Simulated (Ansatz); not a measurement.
Starting cell, C (graphite type, space group P6_3/mmc):

```xyz
4
Lattice="2.4650 0.0000 0.0000 -1.2325 2.1347 0.0000 0.0000 0.0000 6.7289" Properties=species:S:1:pos:R:3 pbc="T T T"
C      0.0000     0.0000     1.6822
C      0.0000     0.0000     5.0466
C      0.0000     1.4232     1.6822
C      1.2325     0.7116     5.0466
```

In this cell atom 2 (C, nearest neighbour C at 1.423 Å; its periodic images, 2.5 Å or more away, move with it) is moved by s along Cartesian z, unit vector (0.000, 0.000, 1.000); all other atoms and the cell stay fixed.

Level of theory: PBE-D3(BJ) (plane waves to 420 eV, PAW, scalar-relativistic; Ansatz, a quantum-chemistry and plane-wave program). k mesh 12×12×4 (Γ-centred), Fermi-Dirac smearing 0.05 eV. Energies are smeared free energies. With partly filled bands, energies and forces of such displacements shift with the k mesh and the smearing. C was relaxed with its symmetry unable to fall. The PAW data are Ansatz's earlier set. The zero of ΔE is the undisplaced structure. The last digit holds for this mesh only.

```json
[
 {"s (Å)": "-0.140", "ΔE (meV/cell)": "163.7"},
 {"s (Å)": "-0.112", "ΔE (meV/cell)": "withheld"},
 {"s (Å)": "-0.084", "ΔE (meV/cell)": "58.8"},
 {"s (Å)": "-0.056", "ΔE (meV/cell)": "26.1"},
 {"s (Å)": "-0.028", "ΔE (meV/cell)": "6.5"},
 {"s (Å)": "0.000", "ΔE (meV/cell)": "0.0"},
 {"s (Å)": "0.028", "ΔE (meV/cell)": "6.5"},
 {"s (Å)": "0.056", "ΔE (meV/cell)": "26.1"},
 {"s (Å)": "0.084", "ΔE (meV/cell)": "58.8"},
 {"s (Å)": "0.112", "ΔE (meV/cell)": "withheld"},
 {"s (Å)": "0.140", "ΔE (meV/cell)": "163.7"}
]
```

Question: Fit an even polynomial form (powers 2, 4) to the given rows and predict ΔE at s = 0.112.

Answer: Least squares on the 9 given rows: ΔE = (8321)·s² + (1603)·s⁴, in meV/cell with s in Å; root-mean-square residual 0.01 meV/cell. At 0.112 the fit gives 104.6 meV/cell; the calculation gives 104.6 meV/cell, the same to the digits shown. The quadratic term alone would give 104.4 meV/cell.

(For displaced atoms, the force is minus the slope of the energy, and its curvature is a force constant, which sets phonon frequencies.)
